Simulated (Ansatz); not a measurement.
Space group I4/mmm (No. 139). a = 3.816 Å, b = 3.816 Å, c = 6.178 Å, α = 90.00°, β = 90.00°, γ = 90.00°
```
atom site symmetry x y z
  Ca    2a     4/mmm  0.0000  0.0000  0.0000
   F    4d      -4m2  0.0000  0.5000  0.2500
   F    2b     4/mmm  0.5000  0.5000  0.0000
```

Equation of state of this CaF$_{3}$ structure (not necessarily the ground state), with shape and atoms relaxed at each volume where symmetry leaves them free. It has no gap at any of these volumes. All numbers below come from DFT r2SCAN, scalar-relativistic, plane waves, PAW in Ansatz 0.2.0.

Cutoff 500 eV; k points 16×16×16 on the computed 4-atom cell (Γ-centred); Gaussian smearing, width 0.10 eV; collinear spin.

| V (Å³/atom) | E − E(largest V) (meV/atom) | P (GPa) |
| --- | --- | --- |
| 10.568 | 2.59 | 6.32 |
| 10.905 | -7.02 | 2.90 |
| 11.243 | -9.99 | 0.00 |
| 11.580 | -7.36 | -2.45 |
| 11.917 | 0.00 | -4.50 |

Problem. Fit a third-order Birch–Murnaghan equation to E(V).

Solution. V0 = 11.24 Å³/atom, B0 = 88 GPa, B0' = 4.7.

The state reached may not be the lowest one.